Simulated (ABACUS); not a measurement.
A self-consistent single point of HgTe (Imm2, 2 atoms in the cell; from Materials Project mp-2730, changed as shown).

```yaml
crystal:
  lattice:
    - [0.00000, 3.25840, 3.25840]
    - [3.25840, 0.00000, 3.25840]
    - [3.25840, 3.25840, 0.00000]
  atoms:
    - { symbol: Hg, position: [0.00614, 0.99386, 0.00614] }
    - { symbol: Te, position: [0.25000, 0.25000, 0.25000] }
```

Method: ABACUS 3.10.1 with LDA (PW92), numerical atomic orbitals TZP (confined pseudo-atomic orbitals with Gaussian additions; energy shift 0.003 Ry), PseudoDojo 0.4 standard norm-conserving LDA (tails mended) pseudopotentials.

ABACUS settings:

```
setting                                                               value
---------------  ----------------------------------------------------------
basis                  TZP numerical atomic orbitals, energy shift 0.003 Ry
KPT                                                    Gamma 12 12 12 0 0 0
basis_type                                                             lcao
dft_functional                                                        PWLDA
ecutwfc                                                              100 Ry
smearing_method                                                          mp
smearing_sigma                                                0.00734986 Ry
potentials       PseudoDojo 0.4 standard norm-conserving LDA (tails mended)
symmetry                                                                  1
ks_solver                                                           genelpa
scf_nmax                                                                100
scf_thr                                                             1.0e-07
mixing_type                                                           pulay
```

Question: Estimate, at this level of theory: pressure and largest force (vector length).

Answer: The run gave:

| Quantity | Value |
|---|---|
| Pressure | -1.41 GPa |
| Largest force (vector length) | 0.141 eV/Å |

For comparison: a first run was changed to give this one (atom 1 moved by +0.04 angstrom along y), and from it to this one the free energy rises by 1.5 meV/atom and the pressure moves little (-1.43 to -1.41 GPa).

Spin-orbit coupling is left out, which matters for bands and gaps with elements this heavy. The atom-centred basis is finite, which shifts total energies, pressures and forces against plane waves. The structure comes from a collection of computed structures, made at another level of theory; the collection holds predicted forms beside known ones. Its lattice was then scaled.

Cost on one core: around 17 core-seconds (rough).

The atomic orbitals were generated for these runs; they are not ABACUS's published sets and were checked against plane waves on a few crystals only.

“Tails mended”: in these copies of the files the far tail of each local potential was reset to the Coulomb form.
